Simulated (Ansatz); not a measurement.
The relaxation started from an entry of Materials Project.

One stationary structure of LiScF$_{4}$. Space group I4₁/a (No. 88). Method: r2SCAN (plane waves to 500 eV, PAW, scalar-relativistic; Ansatz, a program for electronic structure).

```cif
data_F8Li2Sc2
_chemical_formula_sum 'Li2 Sc2 F8'
_space_group_name_H-M_alt 'P 1'
_space_group_IT_number 1
_cell_length_a 6.13201
_cell_length_b 6.13201
_cell_length_c 6.13201
_cell_angle_alpha 132.181
_cell_angle_beta 132.181
_cell_angle_gamma 69.944
loop_
_space_group_symop_operation_xyz
  'x, y, z'
loop_
_atom_site_label
_atom_site_type_symbol
_atom_site_fract_x
_atom_site_fract_y
_atom_site_fract_z
_atom_site_occupancy
Li1 Li 0.00000 0.00000 0.00000 1
Li2 Li 0.75000 0.25000 0.50000 1
Sc1 Sc 0.25000 0.75000 0.50000 1
Sc2 Sc 0.50000 0.50000 0.00000 1
F1 F 0.25620 0.36805 0.46404 1
F2 F 0.11805 0.15401 0.61185 1
F3 F 0.90401 0.79216 0.53596 1
F4 F 0.54216 0.50620 0.38815 1
F5 F 0.49380 0.88195 0.03596 1
F6 F 0.63195 0.09599 0.88815 1
F7 F 0.84599 0.45784 0.96404 1
F8 F 0.20784 0.74380 0.11185 1
```

### Question
Predict the band gap from r2SCAN.

### Answer
7.00 eV, direct within 0.03 eV (at k = (0.375, -0.375, -0.5)) (no spin-orbit coupling).

### Question
Give the smallest direct gap at the level r2SCAN.

### Answer
7.02 eV at k = (0.375, -0.375, -0.5).

No spin polarisation in the result.

The run could not lose the symmetry of its start; a randomly shaken copy of 12 atoms returns to this structure.
